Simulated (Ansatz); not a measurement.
Nb$_{2}$Si:
```
CELL_PARAMETERS angstrom
      4.56977     0.00000     0.00000
     -2.28488     3.95754     0.00000
      0.00000     0.00000     5.37808
ATOMIC_POSITIONS crystal
  Si 0.33333 0.66667 0.25000
  Si 0.66667 0.33333 0.75000
  Nb 0.00000 0.00000 0.00000
  Nb 0.00000 0.00000 0.50000
  Nb 0.33333 0.66667 0.75000
  Nb 0.66667 0.33333 0.25000
```

This is the r²SCAN-relaxed structure.

**Question.** All from the program Ansatz at the r²SCAN level (PAW), unless another level is named. Give the electronic character.

**Answer.** metallic (no gap).

**Question.** Give the density of states at the Fermi level.

**Answer.** 0.78 states/eV per atom (mean over ±0.08 eV).

**Question.** And the formation energy from the elements (no fitted shifts)?

**Answer.** -0.38 eV/atom.

Space group P6_3/mmc. A made-up cell: these elements were put on the sites of a structure type; neither database checked (COD, Materials Project) lists it. Its standing as an ambient phase is unchecked. The r²SCAN relaxation kept the symmetry of its start; whether a distortion lowers the energy is not shown. The run is not spin-polarised. The references are the lowest solids computed at this level, not always the standard phases. Scalar-relativistic: spin–orbit coupling is off unless named, which matters more the heavier the elements.

Potentials: the later of the program's two PAW sets.
